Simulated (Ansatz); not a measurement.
**Vibrations of WC (P-6m2) by finite displacements**

```yaml
crystal:
  lattice:
    - [2.88390, 0.00000, 0.00000]
    - [-1.44195, 2.49753, 0.00000]
    - [0.00000, 0.00000, 2.81208]
  atoms:
    - { symbol: W, position: [0.00000, 0.00000, 0.00000] }
    - { symbol: C, position: [0.66667, 0.33333, 0.50000] }
```

Unless marked otherwise, the numbers come from LDA, PAW on Ansatz 0.2.0's default frozen-core files (fitted under PBE), scalar-relativistic. k mesh 18×18×14, Fermi-Dirac smearing of 0.080 eV, cutoff 420 eV. The cell was relaxed by PAW under this functional.

Atoms are displaced by 0.0025 Å in the smallest supercells that hold the wave vectors of a 3×3×1 mesh. Negative values stand for unstable modes.

**Question.** What are the phonon energies at the solved wave vectors, in meV?

**Answer.** 

```tsv
q	point	modes (meV)
0.000 0.000 0.000	Gamma	74.55, 78.18 (×2)
0.333 0.000 0.000	–	18.68, 20.82, 29.95, 76.54, 79.95, 86.40
0.333 0.333 0.000	K	25.06, 27.99, 30.57, 77.54, 82.22, 85.23
```

**Question.** Is the structure dynamically stable at these wave vectors?

**Answer.** Yes, no mode is unstable there; wave vectors off this mesh aren't tested.

**Question.** How do the optical zone-centre modes decompose, and which are active?

**Answer.** Point group -6m2: Γ_opt = A2'' + E'.

```json
{"label": "A2''", "meV": "74.55", "activity": "IR", "mostly": "C (94 %)"}
{"label": "E'", "meV": "78.18", "activity": "IR and Raman", "mostly": "C (94 %)"}
```

In a metal the activity is that of symmetry alone; free carriers screen the infrared modes.

**Question.** The cell is scaled evenly to 19.951 and 20.558 Å³ (from 20.254), with free atoms relaxed and the shape held, so these aren't the values under hydrostatic pressure. What are the mode Grüneisen parameters γ = −d ln ω/d ln V?

**Answer.** For the highest mode, 711.3 cm⁻¹ in the small cell and 682.8 in the large one give γ ≈ 1.36. From the change of the dynamical matrix on each mode:

```csv
point,cm⁻¹,γ
Gamma,601.3,2.34
Gamma,630.6,1.63
0.333/0/0,150.7,1.00
0.333/0/0,167.9,1.51
0.333/0/0,241.6,1.60
0.333/0/0,617.3,1.60
0.333/0/0,644.9,2.05
0.333/0/0,696.9,1.36
K,202.1,1.61
K,225.8,1.34
K,246.6,1.55
K,625.4,1.54
K,663.1,1.94
K,687.4,1.36
```

Weighted by the modes' heat capacities at 300 K, the mean on this mesh is 1.50; it moves with the q mesh, and a coarse one overweights the zone boundary.

Caveats: frozen-core PAW files fitted under PBE, their cores solved anew for the functional of the run; responses of metals move with mesh and smearing; no spin-orbit coupling on heavy atoms.
